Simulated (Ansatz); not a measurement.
CdTe:
```xyz
2
Lattice="3.7857 0.0000 0.0000 0.0000 3.7857 0.0000 0.0000 0.0000 3.7857" Properties=species:S:1:pos:R:3 pbc="T T T"
Cd     0.0000     0.0000     0.0000
Te     1.8929     1.8929     1.8929
```

Relaxed with PBE. Special points in fractions of this cell's reciprocal vectors: Γ (0.000, 0.000, 0.000); X (0.000, 0.500, 0.000); M (0.500, 0.500, 0.000); R (0.500, 0.500, 0.500).

### Question
List the band energies nearest the Fermi level at these points for PBE with spin–orbit coupling in the plane-wave PAW code Ansatz.

### Answer
In eV from the Fermi level; about four levels below and three above (degenerate sets whole), none deeper than 8.9 eV; points with the same levels are listed once.

```csv
k,below,above
Γ,-0.64 -0.64 -0.64 -0.64,4.99 4.99 4.99 4.99
X,-8.03 -8.03 -5.82 -5.82,0.02 0.02 0.74 0.74
M,-4.03 -4.03 -1.94 -1.94,0.68 0.68 6.46 6.46
R,-1.98 -1.98 -1.98 -1.98,0.41 0.41 0.81 0.81
```

Space group Pm-3m (CsCl type). The start of the workflow was typed in or built on a structure type; neither database checked (COD, Materials Project) lists it. It is not the phase usual at ambient conditions (space group No. 216). Symmetry was held in the PBE relaxation; its stability against distortions is not shown here. The volume moved by 18 % from the start of the relaxation.

Potentials: the later of the program's two PAW sets.
